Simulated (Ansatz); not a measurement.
Phonons of a relaxed structure of MgO by density-functional perturbation theory (low response-accuracy setting, no LO–TO term) at Γ and zone-boundary points with q components 0 or ½ of the primitive reciprocal vectors. Level of theory: PBE (plane waves to 420 eV, PAW, scalar-relativistic; Ansatz, a program for electronic structure). Γ-centred k-mesh 10×10×10, Fermi–Dirac smearing 0.05 eV.

```yaml
crystal:
  lattice:
    - [0.00000, 2.12726, 2.12726]
    - [2.12726, 0.00000, 2.12726]
    - [2.12726, 2.12726, 0.00000]
  atoms:
    - { symbol: O, position: [0.00000, 0.00000, 0.00000] }
    - { symbol: Mg, position: [0.50000, 0.50000, 0.50000] }
```

Space group Fm-3m (No. 225), rock salt type.

Problem. Are there soft modes? Where, and how strong?

Solution. No instability shows at these points (nothing beyond 15i cm⁻¹, the threshold used here). Other wavevectors were not sampled, so this does not prove stability.

Problem. Give the phonon wavenumbers.

Solution. 
| q | wavenumbers (cm⁻¹; i marks imaginary) |
|---|---|
| Γ | 0 (×3), 365 (×3) |
| L (½, 0, 0) | 258 (×2), 338 (×2), 527, 548 |
| X (½, ½, 0) | 279 (×2), 400, 418 (×2), 526 |

No spin polarisation in the result.
